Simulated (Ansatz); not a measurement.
An elastic tensor (GPa, Voigt order, standard axes) from plane-wave PAW LDA (Ansatz code):

```
 339   165   135   1.1   0.0   0.0
 165   339   135  -1.1   0.0   0.0
 135   135   266   0.0   0.0   0.0
 1.1  -1.1   0.0  75.5   0.0   0.0
 0.0   0.0   0.0   0.0  75.5   1.1
 0.0   0.0   0.0   0.0   1.1  86.9
```

Problem. Which compound is it?
(A) La2O3, La2O3 or Ni2Al3 type
(B) CoPtO2, R-3m (Co on 3b, Pt on 3a, O on 6c)
(C) ZnSnO3, R3c (Zn on 6a, Sn on 6a, O on 18b)
(D) SnSe2, CdI2 type

Solution. C, ZnSnO3, R3c (Zn on 6a, Sn on 6a, O on 18b)

The LDA relaxation kept the symmetry of its start. Spin–orbit coupling is left out wherever it is not named.

Potentials: the later of the program's two PAW sets.
